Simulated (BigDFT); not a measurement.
A self-consistent single point of the molecule C4H6GeOS with BigDFT.

Level of theory: PW91, Daubechies wavelet basis, HGH (Krack) norm-conserving potentials made for PBE, isolated boundary conditions (BigDFT).

```xyz
13

S     -0.2789     2.4630    -0.7683
C     -0.8139     0.7971    -0.3504
O     -2.0399     0.3319    -0.2834
C     -1.9993    -0.9362     0.0554
C     -0.6991    -1.3524     0.2259
C      0.0672    -0.2219    -0.0391
Ge     2.0020    -0.1346     0.0270
H     -0.4174     3.2290     0.4166
H     -2.8627    -1.6029     0.1927
H     -0.3319    -2.3502     0.5079
H      2.3940     0.9580     1.0531
H      2.4424     0.3447    -1.3964
H      2.5376    -1.5257     0.3590
```

Reference input (self-consistent single point, DFT, PBE, Daubechies wavelet basis, HGH (Krack) norm-conserving potentials made for PBE, isolated boundary conditions): basis = Daubechies wavelets; dft.hgrids = 0.33 bohr; dft.rmult = 5 8; dft.ixc = PBE; potentials = built-in HGH-K PBE; boundary_conditions = free; dft.gnrm_cv = 1e-04; dft.itermax = 80; dft.idsx = 6; dft.nrepmax = 3. This run's input differs from it in these lines:

```diff
@@ -4,3 +4,3 @@
   rmult: [5, 8]
-  ixc: PBE
+  ixc: -109134
   gnrm_cv: 1e-04
@@ -9,2 +9,7 @@
   nrepmax: 3
+psppar.S: {Pseudopotential XC: 11}
+psppar.C: {Pseudopotential XC: 11}
+psppar.O: {Pseudopotential XC: 11}
+psppar.Ge: {Pseudopotential XC: 11}
+psppar.H: {Pseudopotential XC: 11}
 posinp:
```

Output (repeated stretches shortened):

```
  #------------------------------------------------------------------- Self-Consistent Cycle
 Ground State Optimization:
 - Hamiltonian Optimization: &itrp001
   - Subspace Optimization: &itrep001-01
       Wavefunctions Iterations:
 iter:  1, EKS: -5.58558983209160402E+01, gnrm:  2.14E-01, D: -3.97E-01,
 iter:  2, EKS: -5.63300648969823925E+01, gnrm:  9.16E-02, D: -4.74E-01,
 iter:  3, EKS: -5.64140520553429923E+01, gnrm:  5.57E-02, D: -8.40E-02,
 iter:  4, EKS: -5.64394688075223883E+01, gnrm:  2.98E-02, D: -2.54E-02,
 iter:  5, EKS: -5.64489697301725357E+01, gnrm:  1.49E-02, D: -9.50E-03,
   [... lines left out ...]
 iter:  12, EKS: -5.64544231543992936E+01, gnrm:  6.82E-04, D: -2.44E-05,
 iter:  13, EKS: -5.64544314688439002E+01, gnrm:  4.70E-04, D: -8.31E-06,
 iter:  14, EKS: -5.64544362269253170E+01, gnrm:  3.21E-04, D: -4.76E-06,
 iter:  15, EKS: -5.64544381195027043E+01, gnrm:  2.30E-04, D: -1.89E-06,
 iter:  16, EKS: -5.64544390350349303E+01, gnrm:  1.68E-04, D: -9.16E-07,
 iter:  17, EKS: -5.64544396505960293E+01, gnrm:  1.23E-04, D: -6.16E-07,
 iter:  18, EKS: -5.64544399817517970E+01, gnrm:  9.20E-05, D: -3.31E-07,
       -  &FINAL001  { #---------------------------------------------------------- iter: 19
 iter:  19, EKS: -5.64544401850558444E+01, gnrm:  9.20E-05, D: -2.03E-07,  #FINAL
        #Eigenvalues and New Occupation Numbers
       Orbitals: [
   [... 16 lines left out ...]
 Last Iteration                        : *FINAL001
  #---------------------------------------------------------------------- Forces Calculation
 Total electronic charge               :  37.999999861622
 Electric Dipole Moment (AU):
   P vector                            :  [ -1.096307E-01, -4.569248E-01,  4.330895E-01 ]
   norm(P)                             :  6.39034908E-01
 Electric Dipole Moment (Debye):
   P vector                            :  [ -2.786534E-01, -1.161387E+00,  1.100804E+00 ]
   norm(P)                             :  1.62426457E+00
  #-------------------------------- Warnings obtained during the run, check their relevance!
 WARNINGS:
   [... lines left out ...]
 BigDFT infocode                       :  0
   [... lines left out ...]
 -  {H: [-6.519896883153E-03,  8.931690171051E-03, -3.090400134092E-03]} # 0010
 -  {H: [ 2.173317765073E-03, -5.719171251013E-03, -1.848780537520E-03]} # 0011
 -  {H: [ 2.545015666774E-03, -4.556097859114E-03,  8.745928677862E-03]} # 0012
 -  {H: [ 1.753318682697E-03, -2.841572107096E-04,  1.354746785764E-03]} # 0013
 Energy (Hartree)                      : -5.64544401850558444E+01
 Force Norm (Hartree/Bohr)             :  1.33157844124259239E-01
```

The run converged in 19 iterations. Against the reference run the largest force moves little (3.635 to 3.641 eV/Å).

The grid can part forces that symmetry would make equal. Forces above 1 eV/Å remain at this geometry. The potentials were made for another functional than the one used. The geometry comes from a cheaper method or was typed, in some cases with atoms then moved at random; it is not relaxed at this level, and the species need not be a known compound. A coarse multiplier of 5 or less cuts the tails of heavy atoms' orbitals, which raises levels.

These are the values that this program gave, and no reference: the built-in potentials of some of these elements keep semicore shells in the core, which can shift energies, forces and lattice constants.

Cost on one core: about 4 core-minutes (a rough figure).
